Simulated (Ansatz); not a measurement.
**Question.** Name crystals whose computed values (DFT-r²SCAN in the program Ansatz with PAW potentials) fall in these windows: HSE06 gap (eV) 2.8 to 3.7; B₀ by P(V) fit (GPa) 180 to 220.

**Answer.** 

| crystal | HSE06 gap (eV) | B₀ by P(V) fit (GPa) |
|---|---|---|
| GaN, wurtzite | 3.20 | 197 |
| SrTiO3, cubic perovskite | 3.32 | 189 |
| KTaO3, cubic perovskite | 3.57 | 209 |
| SrTiO3, I4/mcm (Sr on 4b, Ti on 4c, O on 8h, O on 4a) | 3.39 | 186 |
| GaN, P4_2/mnm (Ga on 4g, N on 4f) | 3.19 | 182 |
Others may fit too.

Typed or built starts, not in the databases checked: GaN, P4_2/mnm (Ga on 4g, N on 4f). Not the usual ambient phase: SrTiO3, I4/mcm (Sr on 4b, Ti on 4c, O on 8h, O on 4a); GaN, P4_2/mnm (Ga on 4g, N on 4f). All cells were relaxed under the symmetry of their starts (and spin orders); stability against distortions was not tested throughout. Rows with no word on spin ran without spin polarisation. Scalar-relativistic: spin–orbit coupling is off unless named, which matters more the heavier the elements.

Potentials: the later of the program's two PAW sets.
